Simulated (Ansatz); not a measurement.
The cell is COD entry 1522699, as deposited and not checked against the literature; nothing was relaxed.

ZrHg: DFT, PBEsol, PAW with Ansatz's default frozen-core files, scalar-relativistic (Ansatz 0.2.0).

Command: `ansatz run input.yaml --threads 1 --pin off --max-ram 3072MiB --backend cpu --events-out ev --progress --plain --runs-dir out` The run took 26 s on 1 thread of Intel(R) Xeon(R) Platinum 8259CL CPU @ 2.50GHz (Skylake/Cascade Lake), on a shared host, peak memory 0.53 GiB.

```yaml
crystal:
  lattice:
    - [3.147, 0.0, 0.0]
    - [0.0, 3.147, 0.0]
    - [0.0, 0.0, 4.17]
  atoms:
    - { symbol: Zr, position: [0.5, 0.5, 0.5] }
    - { symbol: Hg, position: [0.0, 0.0, 0.0] }
kpoints:
  mp_grid: { grid: [13, 13, 10] }
  band_path:
    path:
      - [0.0, 0.0, 0.0]
      - [0.0, 0.5, 0.0]
      - [0.5, 0.5, 0.0]
      - [0.0, 0.0, 0.0]
      - [0.0, 0.0, 0.5]
      - [0.0, 0.5, 0.5]
      - [0.5, 0.5, 0.5]
      - [0.0, 0.0, 0.5]
      - [0.0, 0.5, 0.0]
    npoints: 14
scf:
  occupations: { method: fermi_dirac, width: 0.03 }
hamiltonian:
  xc: pbesol
  pseudopotentials: { kind: paw }
output:
  forces: true
  stress: true
  eigenvalues: true
  efg: { contact_densities: true }
  populations: true
  bader: true
  dos: { projected: true, de: 0.2, e_range: [-14, 8] }
  write_density: true
  write_potential: true
  elf: true
  volumetric_format: npy
```

Output:

```
Zr, Hg: output.efg is read without spin–orbit coupling, which moves field gradients at and beside such atoms by some per cent and up to a factor of two; PAW files take it under magnetization.noncollinear and magnetization.spin_orbit
Engine: ansatz 0.2.0
Pseudopotentials: kind: paw
Pseudopotential: Zr, paw, valence charge 12, recommended cutoff 420 eV (normal)
Pseudopotential: Hg, paw, valence charge 20, recommended cutoff 420 eV (normal)
Functional definition: PBEsol
  exchange = pbesol_x
  correlation = pbesol_c
Crystal: 2 atoms, lattice volume = 41.298 Å³
Basis set: ecut = 420 eV, 821 PW (Γ), exchange–correlation on 48×48×60 points (8 copies of the dense FFT grid, shifted against one another)
Bands: 20, of which v1, the nominal top of the filled ones, is band 16 counted from 1 (15 counted from 0)
Symmetry: 16 space group operations
Space group: P4/mmm (ITA 123), of the structure as read, at distance tolerance 3.5e-5 Å
k-points: 168 of 1690
Non-local potential: Zr, projectors of the file, l = 0: 3, l = 1: 2, l = 2: 2, l = 3: 2
Non-local potential: Hg, projectors of the file, l = 0: 3, l = 1: 2, l = 2: 2, l = 3: 1
PAW form: soft (Blöchl's): semilocal exchange-correlation on the pseudo side does not see the compensation charge
PAW frozen core: Zr, regenerated for the run's functional, and the local potential with it (the file was generated under x = pbe(κ = 0.804, μ = 0.2195149727645171), c = pbe(β = 0.06672455060314922))
PAW frozen core: Hg, regenerated for the run's functional, and the local potential with it (the file was generated under x = pbe(κ = 0.804, μ = 0.2195149727645171), c = pbe(β = 0.06672455060314922))
PAW one-centre angular grid: Zr, 590 points (default); XC on 64 Gauss nodes
PAW one-centre angular grid: Hg, 590 points (default); XC on 64 Gauss nodes
Initial density: superposition of atomic densities (neutral atoms: chi_scale 0, normalization atom), corrected by the library's trained network
Initial wavefunctions: pseudopotential atomic-orbital guess
Functional: x = pbesol(κ = 0.804, μ = 0.12345679012345678), c = pbesol(β = 0.046)
SCF iter   1: F=—  HF=-17797.268104 eV  |F-HF|=—  |Δ(HF+E_count)|=         —  Δρ=5.42e-3  dr2=9.57e-3  ethr=1.77e-3  ⟨swp⟩=4.6  Hψ=13041  notcnv=0
preconditioner: auto → Kerker (q_TF=auto, 2.615 Å⁻¹)  [metal: Δε(μ)=0.004 eV  Ē_g=8.168 eV  σ=0.030 eV  W_gap=0.03  n_scr=14 (ndim 8)  ℏωp=23.1 eV  f_vac=0.000  D(μ)=2.20/eV (n_scr^D=20)]
SCF iter   2: F=—  HF=-17797.266805 eV  |F-HF|=—  |Δ(HF+E_count)|=   1.30e-3  Δρ=2.84e-3  dr2=2.73e-3  ethr=2.99e-5  ⟨swp⟩=2.3  Hψ=5538  notcnv=0
SCF iter   3: F=—  HF=-17797.266098 eV  |F-HF|=—  |Δ(HF+E_count)|=   7.07e-4  Δρ=4.47e-4  dr2=7.33e-5  ethr=8.53e-6  ⟨swp⟩=2.7  Hψ=4896  notcnv=0
SCF iter   4: F=—  HF=-17797.266092 eV  |F-HF|=—  |Δ(HF+E_count)|=   5.84e-6  Δρ=1.30e-4  dr2=7.61e-6  ethr=2.29e-7  ⟨swp⟩=2.1  Hψ=3748  notcnv=0
SCF iter   5: F=—  HF=-17797.266091 eV  |F-HF|=—  |Δ(HF+E_count)|=   1.09e-6  Δρ=2.41e-5  dr2=3.52e-7  ethr=2.38e-8  ⟨swp⟩=2.4  Hψ=4451  notcnv=0
SCF iter   6: F=-17797.266091 eV  HF=-17797.266091 eV  |F-HF|=6.20e-9  |Δ(HF+E_count)|=   8.07e-8  Δρ=4.78e-6  dr2=1.41e-8  ethr=3.13e-10  ⟨swp⟩=7.5  Hψ=18852  notcnv=0
SCF 1 converged in 6 iterations: F = -17797.266091 eV  dr2 = 1.41e-8
  greatest PAW one-centre occupation: 1.000 electrons in one spin orbital (limit 2), on the Hg atom at site 1 (counted from 0), in its partial waves of l = 0
NSCF: frozen V_eff on 113 k-points
SCF converged after 6 iterations
Free energy (F): -17797.266091 eV
Harris-Foulkes:  -17797.266091 eV  (|F-HF|=6.20e-9)
Internal energy: -17797.259190 eV  (E = F + TS)
E sigma→0 (E₀):  -17797.262641 eV
Entropy (-TS):   -0.006901 eV (-3.451 meV/atom)
Fermi energy:    16.781948 eV
--- Per-component energies (eV) ---
  E_band       = -424.329533
  E_kinetic    = 937.679995
  E_local      = -3068.653041  (includes V_loc(G=0)·N_el)
  E_nonlocal   = 154.707881
  E_hartree    = 1264.201359
  E_xc         = -381.346488
  E_vxc        = -454.676902  (∫ρ·V_xc dr)
  E_paw        = -12698.543795  (= ΣΔE_a)
  E_vpaw       = -521.790207  (= ΣTr[D̂ρ^β])
  E_aug_tail   = 0.000923  (compensation charges beyond the density's cutoff)
  E_ewald      = -4005.800394
  E_core_change = 0.494372  (= ΣΔE_core)
  E_smearing   = -0.006901  (= −TS)
  E_closure    = 0.000000  (closes the sum)
  Σ components = -17797.266091   (vs F -17797.266091, Δ=0.00e0)
--- Forces (eV/Å), atoms counted from 1 ---
  atom   1  Zr     0.00000000    -0.00000000    -0.00000000
  atom   2  Hg     0.00000000     0.00000000     0.00000000
  max |Σ_I F_I| component: 7.40e-29 eV/Å
--- Stress (GPa, compression-positive) ---
       -1.126595       0.000000       0.000000
        0.000000      -1.126595       0.000000
        0.000000       0.000000       0.329794
  P = ⅓ Tr σ = -0.6411 GPa (-6.411 kbar)
--- PAW observables at the nuclei: V_zz in 10²¹ V/m², potentials from the cell's mean, atoms counted from 1 ---
  atom   1  Zr V_zz =    +3.305160   η = 0.0000   by run symmetry: allowed
            electrostatic potential = -5931.877614 V   contact ρ = 489713.484052 e/Å³
  atom   2  Hg V_zz =   -24.534027   η = 0.0000   by run symmetry: allowed
            electrostatic potential = -16796.957905 V   contact ρ = 14111772.108905 e/Å³
--- Band table (eV; the first three rows and the last of 168) ---
  k-point 0: bands = ["-98.6386", "-46.9970", "-46.9803", "-46.9803", "-32.0476", "-10.2168", "-9.7531", "-9.7531", "7.8902", "8.5439", "8.8837", "9.7116", "9.7116", "10.1432", "15.9983", "16.2869", "18.4583", "20.1368", "20.1368", "21.1054"]
  k-point 1: bands = ["-98.6386", "-46.9970", "-46.9803", "-46.9803", "-32.0474", "-10.2228", "-9.7532", "-9.7532", "7.9742", "8.5525", "8.9469", "9.7204", "9.7204", "10.1450", "15.9621", "15.9621", "18.3696", "19.9337", "19.9337", "21.0927"]
  k-point 2: bands = ["-98.6386", "-46.9972", "-46.9802", "-46.9802", "-32.0467", "-10.2386", "-9.7535", "-9.7535", "8.1877", "8.5753", "9.1577", "9.7437", "9.7437", "10.1496", "15.0960", "15.8682", "18.2462", "19.4935", "19.4935", "21.0595"]
  k-point 167: bands = ["-98.6375", "-47.0035", "-47.0035", "-46.9934", "-31.9315", "-10.2806", "-10.2800", "-10.1213", "8.8236", "9.1875", "9.1989", "10.0107", "10.6949", "14.0912", "14.3194", "14.7114", "17.1126", "19.6343", "22.0482", "23.1990"]
--- Löwdin populations: 2 sites ---
  site symbol       q [e]
     0     Zr     12.3961
     1     Hg     19.0585
  spilling = 0.017043 (of n_electrons = 32.000000)
--- Bader charges: 2 sites ---
  site symbol  charge [e]  shift [e]
     0     Zr      1.1069     0.0000
     1     Hg     -1.1069     0.0000
  estimated error of the sums over rays = 2.8e-4 e
```

populations.tsv:

```
# site	symbol	l	j	q
# orbitals = lowdin
# n_electrons = 32.000000
# spilling = 0.017043
0	Zr	0_4S	-	1.967369
0	Zr	0_5S	-	0.948157
0	Zr	1_4P	-	5.985695
0	Zr	2_4D	-	3.494885
1	Hg	0_5S	-	1.977640
1	Hg	0_6S	-	1.263251
1	Hg	1_5P	-	5.993785
1	Hg	2_5D	-	9.823831
```

bader_charges.tsv:

```
# site	symbol	x_ang	y_ang	z_ang	partial_charge_e	electrons	volume_ang3	relative_density_drop	shared_charge_e	partial_wave_shift_e
# quadrature_error_electrons = 2.8e-4
0	Zr	1.5735	1.5735	2.0850	1.10689	38.89311	16.74	-	1.10689	0.00000
1	Hg	0.0000	0.0000	0.0000	-1.10689	81.10689	24.56	-	-1.10689	0.00000
```
